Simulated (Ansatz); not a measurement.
Ta5Si3N: do energies and stresses tell the same story?

Computed with DFT r2SCAN, scalar-relativistic, plane waves, PAW in Ansatz.

Settings: cutoff 500 eV, Γ-centred mesh 6×6×8 on the computed 18-atom cell, Gaussian smearing of 0.10 eV; no spin polarisation.

Relaxed cell: P6_3/mcm, a = 7.439 Å, b = 7.439 Å, c = 5.373 Å, α = 90.00°, β = 90.00°, γ = 120.00°, 18 atoms in the primitive cell. Whether it is the stable form of this composition wasn't checked.

Energies at zero smearing and pressures from the stress tensor, at volumes with shape and atoms relaxed:
```
V (Å³/atom) E − E(first) (meV/atom) P (GPa)
     13.018                     0.00    27.65
     13.447                   -59.36    16.94
     13.876                   -92.16     7.80
     14.305                  -102.32     0.01
     14.735                   -93.18    -6.64
     15.164                   -67.64   -12.28
     15.736                   -12.26   -18.49
```

Question: Check P = −dE/dV between neighbouring volumes, and get the bulk modulus from the pressures alone.

Answer: With 1 eV/Å³ = 160.2 GPa:
| middle V (Å³/atom) | −ΔE/ΔV (GPa) | mean P (GPa) |
| --- | --- | --- |
| 13.233 | 22.161 | 22.297 |
| 13.662 | 12.244 | 12.368 |
| 14.091 | 3.792 | 3.901 |
| 14.520 | -3.409 | -3.315 |
| 14.949 | -9.538 | -9.458 |
| 15.450 | -15.505 | -15.384 |

The two differ by 0.14 GPa at most. The mean of two end pressures misses the average over a step by about ΔV² P″/12, up to 0.14 GPa here; with that taken off 0.01 GPa remains. Around V = 14.305 Å³/atom, the two neighbours give B = −V ΔP/ΔV = 14.305 × 14.43 / 0.858 = 240.5 GPa, against B0 = 239.1 GPa from the Birch–Murnaghan fit of the energies.

Spin–orbit coupling is left out, which can shift energies with elements as heavy as these.

Cost: 8 runs of about 2.5 core-hours in all, on Intel Xeon Processor @ 2.50GHz (Skylake/Cascade Lake) (shared hosts).